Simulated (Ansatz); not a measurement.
Input file for Ansatz (a program for electronic structure):

Ansatz 0.2 input:
```yaml
crystal:
  lattice:
    - [0.0, 2.8023530068, 2.8023530068]
    - [2.8023530068, 0.0, 2.8023530068]
    - [2.8023530068, 2.8023530068, 0.0]
  atoms:
    - { symbol: N, position: [0.25, 0.25, 0.25] }
    - { symbol: La, position: [0.0, 0.0, 0.0] }
kpoints:
  mp_grid: { grid: [6, 6, 6] }
hamiltonian:
  xc: hse06
  pseudopotentials: { kind: paw }
scf:
  n_extra_bands: 6
  occupations: { method: fixed }
output:
  eigenvalues: true
  eigenstates:
    e_range: [-9.0, 10.3]
    kpoints:
      - [0.0, 0.5, 0.5]  # VBM
      - [0.0, 0.0, 0.0]  # CBM
      - [0.0, 0.0, 0.0]  # GAMMA
      - [0.5, 0.0, 0.5]  # X
      - [0.5, 0.5, 0.5]  # L
      - [0.5, 0.25, 0.75]  # W
      - [0.375, 0.375, 0.75]  # K
      - [0.625, 0.25, 0.625]  # U
```

Output (shortened):

```
Pseudopotential: N, paw, valence charge 5
Pseudopotential: La, paw, valence charge 11
Functional definition: HSE06
davidson cushion auto → on  (no smearing: the cushion is to keep the highest requested band from converging to the state above it …
Crystal: 2 atoms, lattice volume = 44.015 Å³
Basis set: ecut = 420 eV, 869 PW (Γ)
Bands: 14, of which v1, the nominal top of the filled ones, is band 8 counted from 1 (7 counted from 0)
Symmetry: 24 space group operations
Space group: F-43m (ITA 216), of the structure as read, at distance tolerance 3.5e-5 Å
k-points: 16 of 216 (time reversal used)
SCF iter   1: F=—  HF=-6636.564665 eV  |F-HF|=—  |Δ(HF+E_count)|=         —  Δρ=4.16e-3  dr2=1.00e-2  ethr=1.77e-3  ⟨swp⟩=5.2  Hψ=1102  notcnv=0
preconditioner: auto → none
SCF iter   2: F=—  HF=-6636.567501 eV  |F-HF|=—  |Δ(HF+E_count)|=   2.84e-3  Δρ=5.39e-3  dr2=1.42e-2  ethr=6.27e-5  ⟨swp⟩=4.1  Hψ=762  notcnv=0
iter 3 solved again at ethr=1.82e-6 eV; its pass at ethr=6.27e-5 eV (dr2=2.91e-4 eV) is discarded
SCF iter   3: F=—  HF=-6636.564956 eV  |F-HF|=—  |Δ(HF+E_count)|=   2.55e-3  Δρ=9.85e-4  dr2=3.26e-4  ethr=1.82e-6  ⟨swp⟩=4.2  Hψ=1298  notcnv=0
SCF iter   4: F=-6636.565199 eV  HF=-6636.565212 eV  |F-HF|=1.32e-5  |Δ(HF+E_count)|=   2.56e-4  Δρ=2.34e-4  dr2=2.97e-5  ethr=1.82e-6  ⟨swp⟩=3.0  Hψ=566  notcnv=0
SCF 1 stopped early in 4 iterations: F = -6636.565199 eV  dr2 = 2.97e-5
Crystal: 2 atoms, lattice volume = 44.015 Å³
Exchange kernel: α = 0.2500, screened, ω = 0.2079 Å⁻¹, Wigner–Seitz truncation, v(0) = 1046.5910 eV·Å³, q-mesh 6×6×6, nearest image of the exchange supercell L …
Frozen-core exchange: fock
SCF iter   1: F=—  HF=-6640.942472 eV  |F-HF|=—  |Δ(HF+E_count)|=         —  Δρ=9.29e-3  dr2=7.62e-2  ethr=1.86e-6  ⟨swp⟩=12.4  Hψ=1830  notcnv=0
preconditioner: auto → none
SCF iter   2: F=—  HF=-6640.926880 eV  |F-HF|=—  |Δ(HF+E_count)|=   1.56e-2  Δρ=9.50e-3  dr2=4.23e-2  ethr=1.86e-6  ⟨swp⟩=8.2  Hψ=1355  notcnv=0  defer=10
SCF iter   3: F=—  HF=-6640.918492 eV  |F-HF|=—  |Δ(HF+E_count)|=   8.39e-3  Δρ=2.05e-3  dr2=3.11e-3  ethr=1.86e-6  ⟨swp⟩=5.2  Hψ=1015  notcnv=0
SCF iter   4: F=—  HF=-6640.931208 eV  |F-HF|=—  |Δ(HF+E_count)|=   1.27e-2  Δρ=1.62e-3  dr2=1.85e-3  ethr=1.86e-6  ⟨swp⟩=7.1  Hψ=1092  notcnv=0  defer=6
SCF iter   5: F=—  HF=-6640.930735 eV  |F-HF|=—  |Δ(HF+E_count)|=   4.74e-4  Δρ=4.49e-4  dr2=7.20e-5  ethr=1.86e-6  ⟨swp⟩=4.9  Hψ=830  notcnv=0
SCF iter   6: F=-6640.930949 eV  HF=-6640.930950 eV  |F-HF|=5.87e-7  |Δ(HF+E_count)|=   2.15e-4  Δρ=1.52e-4  dr2=4.99e-6  ethr=3.54e-7  ⟨swp⟩=5.8  Hψ=921  notcnv=0  defer=6
SCF 2 stopped early in 6 iterations: F = -6640.930949 eV  dr2 = 4.99e-6
hybrid outer 1: dexx = +1.462e-2 eV, tail = 3.85e-5 eV
Crystal: 2 atoms, lattice volume = 44.015 Å³
Exchange kernel: α = 0.2500, screened, ω = 0.2079 Å⁻¹, Wigner–Seitz truncation, v(0) = 1046.5910 eV·Å³, q-mesh 6×6×6, nearest image of the exchange supercell L …
Frozen-core exchange: fock
SCF iter   1: F=—  HF=-6640.930476 eV  |F-HF|=—  |Δ(HF+E_count)|=         —  Δρ=1.40e-4  dr2=1.16e-5  ethr=1.20e-6  ⟨swp⟩=5.6  Hψ=786  notcnv=0
preconditioner: auto → none
iter 2 solved again at ethr=5.31e-10 eV; its pass at ethr=7.14e-8 eV (dr2=8.50e-8 eV) is discarded
SCF iter   2: F=—  HF=-6640.930474 eV  |F-HF|=—  |Δ(HF+E_count)|=   2.74e-6  Δρ=1.58e-5  dr2=1.32e-7  ethr=5.31e-10  ⟨swp⟩=5.4  Hψ=1532  notcnv=0
SCF iter   3: F=-6640.930474 eV  HF=-6640.930474 eV  |F-HF|=7.31e-8  |Δ(HF+E_count)|=   8.94e-7  Δρ=1.19e-5  dr2=8.58e-8  ethr=3.83e-10  ⟨swp⟩=7.6  Hψ=1090  notcnv=0  defer=21
SCF 3 converged in 3 iterations: F = -6640.930474 eV  dr2 = 8.58e-8
hybrid outer 2: dexx = +1.022e-6 eV, tail = 1.91e-7 eV, Δε = 4.65e-3 eV (about 4.28e-4 eV left of the loop's levels)
the search or the solves at the SCF's close seem to have found levels that the self-consistency loop had missed (the run counts 3) …
NSCF: frozen V_eff on 8 k-points
hybrid SCF converged: 2 outer / 9 inner (+4 warm-up), last move |dexx| = 1.02e-6 eV, tail = 1.91e-7 eV
Stability not checked (fock_operator)
Free energy (F): -6640.930474 eV
Frozen-core exchange: fock
Harris-Foulkes:  -6640.930474 eV  (|F-HF|=7.31e-8)
Internal energy: -6640.930474 eV  (E = F + TS)
E sigma→0 (E₀):  -6640.930474 eV
Fermi energy:    8.689809 eV
--- Per-component energies (eV) ---
  E_band       = -54.434262
  E_kinetic    = 322.957890
  E_local      = -576.929765  (includes V_loc(G=0)·N_el)
  E_nonlocal   = 138.785484
  E_hartree    = 195.216736
  E_xc         = -162.194162
  E_vxc        = -180.709237  (∫ρ·V_xc dr)
  E_exx        = -35.238104  (= α·E_x^exact, valence–valence)
  E_paw        = -5550.117500  (= ΣΔE_a)
  E_vpaw       = -78.499140  (= ΣTr[D̂ρ^β])
  E_aug_tail   = 0.000089  (compensation charges beyond the density's cutoff)
  E_ewald      = -973.218933
  E_core_change = -0.192209  (= ΣΔE_core)
  E_smearing   =  0.000000  (= −TS)
  E_closure    =  0.000000  (closes the sum)
  Σ components = -6640.930474   (vs F -6640.930474, Δ=0.00e0)
  [band-id]    e_kinetic+e_local+e_nonlocal+2·e_hartree+e_vxc+2·e_exx+e_vpaw+e_augmentation_tail = -54.437415   (vs E_band -54.434262, Δ=-3.15e-3)
--- Band table (eV; the first three rows and the last of 16) ---
  k-point 0: bands = ["-24.4096", "-6.6079", "-6.6079", "-6.6079", "-4.2888", "6.5116", "6.5116", "6.5116", "10.8595", "14.7492", "14.7492", "14.8067", "14.8067", "14.8067"]
  k-point 1: bands = ["-24.3709", "-7.3268", "-6.6580", "-6.6580", "-3.7001", "6.5604", "6.7037", "6.7037", "11.7405", "14.0320", "14.0320", "14.6512", "15.4250", "15.4250"]
  k-point 2: bands = ["-24.2917", "-8.2784", "-6.7552", "-6.7552", "-3.0860", "7.0375", "7.0375", "7.2712", "12.6191", "13.9847", "13.9847", "14.6433", "15.6199", "15.6199"]
  k-point 15: bands = ["-24.1987", "-8.6812", "-7.3053", "-7.1264", "-2.2950", "6.6118", "8.0236", "8.5525", "11.9102", "13.2972", "15.0227", "15.0892", "15.5387", "15.7191"]
```

Cost: roughly 2.8 core-minutes on shared cores.

The points marked VBM and CBM come from a semilocal run.

The start of the workflow was typed in or built on a structure type; neither database checked (COD, Materials Project) lists it. COD files the formula under space group No. 225, so this cell is another polymorph or a model. Whether it is the stable phase at ambient conditions was not checked. The r²SCAN relaxation kept the symmetry of its start; its stability against distortions is not shown here. Scalar-relativistic: spin–orbit coupling is off unless named, which matters more the heavier the elements.

Potentials: the later of the program's two PAW sets.

Ansatz is a plane-wave DFT program.
